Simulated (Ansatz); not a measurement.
BeAg:
```cif
data_AgBe
_chemical_formula_sum 'Be1 Ag1'
_space_group_name_H-M_alt 'P 1'
_space_group_IT_number 1
_cell_length_a 2.93118
_cell_length_b 2.93118
_cell_length_c 2.93118
_cell_angle_alpha 90.000
_cell_angle_beta 90.000
_cell_angle_gamma 90.000
loop_
_space_group_symop_operation_xyz
  'x, y, z'
loop_
_atom_site_label
_atom_site_type_symbol
_atom_site_fract_x
_atom_site_fract_y
_atom_site_fract_z
_atom_site_occupancy
Be1 Be 0.00000 0.00000 0.00000 1
Ag1 Ag 0.50000 0.50000 0.50000 1
```

Relaxed with r²SCAN.

**Question.** Tabulate the valence density and the electron localisation function along the shortest Be–Ag contact (2.54 Å), the program Ansatz at the r²SCAN level (PAW).

**Answer.** 

| distance from Be (Å) | density (e/Å³) | ELF |
|---|---|---|
| 0.25 | 0.09 | 0.00 |
| 0.38 | 0.13 | 0.01 |
| 0.51 | 0.17 | 0.07 |
| 0.63 | 0.19 | 0.23 |
| 0.76 | 0.21 | 0.40 |
| 0.89 | 0.21 | 0.47 |
| 1.02 | 0.22 | 0.44 |
| 1.14 | 0.24 | 0.36 |
| 1.27 | 0.29 | 0.28 |
| 1.40 | 0.40 | 0.24 |
| 1.52 | 0.62 | 0.26 |
| 1.65 | 1.17 | 0.33 |
| 1.78 | 2.41 | 0.40 |
| 1.90 | 4.70 | 0.46 |
| 2.03 | 8.23 | 0.52 |
| 2.16 | 12.82 | 0.62 |
| 2.28 | 17.73 | 0.74 |

The density is the valence pseudo-density with augmentation charge, so density and ELF within about 1 Å of a nucleus are not all-electron values.

Space group Pm-3m (CsCl type). The start of the workflow was typed in or built on a structure type; neither database checked (COD, Materials Project) lists it. Its standing as an ambient phase is unchecked. The r²SCAN relaxation kept the symmetry of its start; its stability against distortions is not shown here. The run is not spin-polarised. Its formation energy is positive at this level, so the cell may be metastable or incomplete.

Potentials: the earlier of the program's two PAW sets.
